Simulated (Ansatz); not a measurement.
B₆P in space group R-3m (No. 166; B on 18h, B on 18h, P on 6c), plane-wave PAW r²SCAN (Ansatz code), all energies at zero smearing, with the estimated change up to a 700 eV cutoff added, with one set of potentials and settings (totals compare only within such a set). Cell of 14 atoms (12 B, 2 P): -3401.545 eV.

| element | reference phase | E (eV/atom) |
|---|---|---|
| B | R-3m, 12 atoms in the cell | -156.5544 |
| P | Cmce, 4 atoms in the cell | -759.1646 |

Formation energy per atom, worked out: (-3401.545 − 12×(-156.5544) − 2×(-759.1646))/14 = -0.326 eV/atom (-31 kJ per mol of atoms), at 0 K, without zero-point energy or fitted corrections.

The workflow started from a Materials Project entry (that database holds measured and hypothetical structures alike); the Crystallography Open Database copy checked does not list it. Whether it is the stable phase at ambient conditions was not checked. The r²SCAN relaxation kept the symmetry of its start; whether a distortion lowers the energy is not shown. The references are the lowest solids computed at this level, not always the standard phases.

Potentials: the later of the program's two PAW sets.
